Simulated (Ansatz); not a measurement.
## Relaxing a structure of Si2W

The start is a relaxed Si2W cell displaced along its unstable phonon at q = (0, 0, ½) of its primitive reciprocal cell (188i cm⁻¹), largest move 0.15 Å. Cell shape, volume and atoms are optimised at zero target pressure with PBE (plane waves to 420 eV, PAW, scalar-relativistic; Ansatz, an electronic-structure program). First-step values are on the input's coarse k-mesh.

Ansatz input (later rounds restart from its end on a renewed k-mesh):
Ansatz 0.2 input:
```yaml
crystal:
  lattice:
    - [6.2757779833, 0, 0]
    - [0, 6.2757779833, 0]
    - [0, 0, 5.4936063232]
  atoms:
    - { symbol: W, position: [0, 0.5, 0.1891409151] }
    - { symbol: W, position: [0, 0.5, 0.6891409151] }
    - { symbol: W, position: [0.5, 0, 0.3108590849] }
    - { symbol: W, position: [0.5, 0, 0.8108590849] }
    - { symbol: Si, position: [0.2669008556, 0.7330991444, 0] }
    - { symbol: Si, position: [0.2330991444, 0.7669008556, 0.5] }
    - { symbol: Si, position: [0.7330991444, 0.7330991444, 0] }
    - { symbol: Si, position: [0.7669008556, 0.7669008556, 0.5] }
    - { symbol: Si, position: [0.2669008556, 0.2669008556, 0] }
    - { symbol: Si, position: [0.2330991444, 0.2330991444, 0.5] }
    - { symbol: Si, position: [0.7330991444, 0.2669008556, 0] }
    - { symbol: Si, position: [0.7669008556, 0.2330991444, 0.5] }
basis: { ecutwfc: 420, ecutrho_ratio: 4, xc_grid: 2, fft_grid_basis: typed }
kpoints: { mp_grid: { grid: [5, 5, 6] } }
hamiltonian:
  xc: pbe
  dispersion: none
  pseudopotentials: { azcp: { folder: ./paw }, kind: paw }
scf: { occupations: { method: fermi_dirac, width: 0.05 } }
relax: { f_tol: 0.01, max_steps: 100, cell: { stress_tol: 0.02 } }
output: { forces: true, stress: true }
```

Q: What is the largest force in the starting geometry, and on which atom (counted from 1)?

A: 0.36 eV/Å, on Si5, Si6, Si7, Si8, Si9, Si10, Si11, Si12 (atoms numbered as listed).

Q: By how much does the energy per atom fall from start to end?

A: 0.08 eV/atom.

Q: Does it find its way back to the structure it was made from?

A: It does not go back: it reaches I4/mmm (No. 139), 0.10 eV/atom below the parent.

Q: How do the shortest distances between atoms change?

A: The closest pairs of elements (up to four, under 3.6 Å), start → end: Si–W 2.45 → 2.60 Å; Si–Si 2.76 → 2.52 Å; W–W 2.75 → 2.67 Å.

Q: What band gap does the relaxed structure have at this level?

A: Zero (metallic).

Q: What does it relax into? Give the structure.

A: 
Space group I4/mmm (No. 139); a = 6.188 Å, b = 6.188 Å, c = 5.347 Å, α = 90.00°, β = 90.00°, γ = 90.00°

```json
[
 {"atom": "W", "site": "4d", "symmetry": "-4m2", "x": "0.0000", "y": "0.5000", "z": "0.2500"},
 {"atom": "Si", "site": "8h", "symmetry": "m.2m", "x": "0.2966", "y": "0.2966", "z": "0.0000"}
]
```
(The calculation used a cell of 6 atoms; values per cell refer to that cell.)

Final values are on a 12×12×12 k-mesh of the relaxed cell. No spin polarisation in the result.

The run could not lose the symmetry of its start.

Of the parent cell (P4/nmm (No. 129)): it is a generated cell of Si2W: the first start was made by placing the elements on the sites of a structure type, and the end was not matched to a known phase here, so it may be hypothetical. Known forms of Si2W include space group No. 139.

The first start was generated by placing the elements on the sites of a structure type. A measured structure of Si2W has the same space group, I4/mmm (No. 139); the sites were not compared with it.
